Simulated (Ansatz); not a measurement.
Here is the system:

In₂Co₃S₂:
```
CELL_PARAMETERS angstrom
      2.61817     1.51160     4.46016
     -2.61817     1.51160     4.46016
      0.00000    -3.02320     4.46016
ATOMIC_POSITIONS crystal
  In 0.50000 0.50000 0.50000
  In 0.00000 0.00000 0.00000
  Co 0.00000 0.00000 0.50000
  Co 0.50000 0.00000 0.00000
  Co 0.00000 0.50000 0.00000
  S  0.72134 0.72134 0.72134
  S  0.27866 0.27866 0.27866
```

This is the PBEsol-relaxed structure. Tensor components refer to the Cartesian frame of this cell.

Q: All from plane-wave PAW PBEsol (Ansatz code), unless another level is named. Predict the Hill bulk and shear moduli.

A: 111 and 60.1 GPa.

Q: Predict the elastic constants (relaxed ions, GPa).

A: C11 = 215, C12 = 76.2, C13 = 60.7, C14 = -10.9, C33 = 178, C44 = 51.1.

Space group R-3m. The first step of the workflow began from a Materials Project structure, measured or hypothetical; the Crystallography Open Database files this formula in space group No. 166, but the cells were not matched. Whether it is the stable phase at ambient conditions was not checked. Symmetry was held in the PBEsol relaxation; its stability against distortions is not shown here. The workflow began spin-polarised and lost its moments. As this level gives no gap, shear constants depend on the k-mesh and smearing (Fermi–Dirac, 0.1 eV here). On the denser mesh and wider smearing of the elastic run this cell carries a stress of 0.3 GPa.

Potentials: the later of the program's two PAW sets.
